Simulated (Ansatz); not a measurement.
Polymorphs of BP, each relaxed with plane-wave PAW PBE+D3(BJ) (Ansatz code):

A: P6_222
a = 3.2470 Å, b = 3.2470 Å, c = 6.9239 Å, α = 90.00°, β = 90.00°, γ = 120.00°

```tsv
atom	site	symmetry	x	y	z
B	3d	222	0.5000	0.0000	0.5000
P	3c	222	0.5000	0.0000	0.0000
```

B: P6_3/mmc
a = 3.200 Å, b = 3.200 Å, c = 7.592 Å, α = 90.00°, β = 90.00°, γ = 120.00°

```json
[
 {"atom": "B", "site": "2c", "symmetry": "-6m2", "x": "0.3333", "y": "0.6667", "z": "0.2500"},
 {"atom": "P", "site": "2d", "symmetry": "-6m2", "x": "0.6667", "y": "0.3333", "z": "0.2500"}
]
```

C: Pnma
a = 6.204 Å, b = 3.214 Å, c = 5.364 Å, α = β = γ = 90.00°

| atom | site | symmetry | x | y | z |
|---|---|---|---|---|---|
| B | 4c | .m. | 0.1628 | 0.2500 | 0.3995 |
| P | 4c | .m. | 0.3379 | 0.2500 | 0.1072 |

Question: Order them by energy per atom at 0 K (lowest first) at the level PBE+D3(BJ).

Answer: C (+0 meV/atom), A (+154 meV/atom), B (+193 meV/atom)

Question: Give each one's gap.

Answer: A no gap; B 0.55 eV; C 0.68 eV.

Constructed cells (a structure type filled with these elements, in neither database checked): B. Typed or built starts, not in the databases checked: A; C. Not the usual ambient phase: A; B; C. All cells were relaxed under the symmetry of their starts (and spin orders); stability against distortions was not tested throughout.

Energies hold the estimated change up to a 700 eV cutoff; steps of a few meV lie near the error of the meshes.

Potentials: the later of the program's two PAW sets.
